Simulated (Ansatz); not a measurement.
The elements of this relaxed trial crystal are hidden behind letters.

```
lattice vectors (Å)
   3.8653    0.0000    0.0000
   0.0000    3.8653    0.0000
   0.0000    0.0000    3.8653
fractional positions
X 0.3010 0.3010 0.3010
X 0.6990 0.6990 0.3010
X 0.3010 0.6990 0.6990
X 0.6990 0.3010 0.6990
Z 0.0000 0.0000 0.0000
```

Level of theory: DFT PBE, scalar-relativistic, plane waves, PAW (Ansatz 0.2.0). Plane waves to 420 eV, a 10×10×10 mesh through Γ for the 5-atom cell and 0.10 eV Gaussian smearing; no spin polarisation.

| Quantity | Value |
| --- | --- |
| Space group | P-43m (No. 215) |
| Conventional cell | a = 3.865 Å |
| Volume per atom | 11.55 Å³ |
| Density | 1.96 g/cm³ |
| Formation energy | +0.23 eV/atom |
| Gap on the 10×10×10 mesh of the 5-atom cell | 0 eV (a metal) |

Energies are uncorrected and count from the elements' standard states at the same level.

**Question.** X is an s-block element of period 2 and Z is a p-block element of period 3. Which elements are they?

**Answer.** X = Be, Z = S, so the formula is Be4S. Density times volume gives a mean mass of 1.96 × 11.55/1.6605 = 13.6 u per atom, and this set has 13.6 u. Among the elements that the hints allow, noble gases aside, only these give it. Around Be lie 1 S at 2.01 Å and 3 Be at 2.18 Å; around S lie 4 Be at 2.01 Å.

A structure relaxed within its symmetry needn't be a true minimum.
